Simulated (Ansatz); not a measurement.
The elements of this relaxed trial crystal are hidden behind letters.

```
lattice vectors (Å)
   8.2703    0.0000    0.0000
   0.0000    8.2703    0.0000
   0.0000    0.0000    6.6156
fractional positions
X 0.0000 0.5000 0.2500
X 0.3423 0.4094 0.1453
X 0.0906 0.1577 0.3547
X 0.6577 0.5906 0.1453
X 0.9094 0.8423 0.3547
X 0.5000 0.0000 0.7500
X 0.4094 0.6577 0.8547
X 0.1577 0.9094 0.6453
X 0.5906 0.3423 0.8547
X 0.8423 0.0906 0.6453
Z 0.1524 0.3476 0.2500
Z 0.8476 0.6524 0.2500
Z 0.3476 0.8476 0.7500
Z 0.6524 0.1524 0.7500
Z 0.5000 0.5000 0.0000
Z 0.0000 0.0000 0.5000
```

Computed with DFT PBE, scalar-relativistic, plane waves, PAW in Ansatz. Plane waves to 420 eV, a 6×6×6 mesh through Γ for the 16-atom cell and 0.10 eV Gaussian smearing; collinear spin.

```
Space group                               : P-4n2 (No. 118)
Conventional cell                         : a = 8.270 Å, c = 6.616 Å
Volume per atom                           : 28.28 Å³
Density                                   : 0.61 g/cm³
Formation energy                          : −1.309 eV/atom
Gap on the 6×6×6 mesh of the 16-atom cell : 0.06 eV
Net moment per atom                       : 0.12 μB
```

Energies are uncorrected and count from the elements' standard states at the same level.

**Question.** X is an s-block element of period 2 and Z is a p-block element of period 2. Which elements are they?

**Answer.** X = Li, Z = O, so the formula is Li5O3. Density times volume gives a mean mass of 0.61 × 28.28/1.6605 = 10.4 u per atom, and this set has 10.3 u. Among the elements that the hints allow, noble gases aside, only these give it. Li on a site of symmetry 222 is surrounded by 2 O at 1.78 Å; Li on a site of symmetry 1 has 2 O at 1.79 Å; O on a site of symmetry 2 has 3 Li at 1.78–1.79 Å; 1 more site not described.

Another magnetic order may lie lower. A structure relaxed within its symmetry needn't be a true minimum.
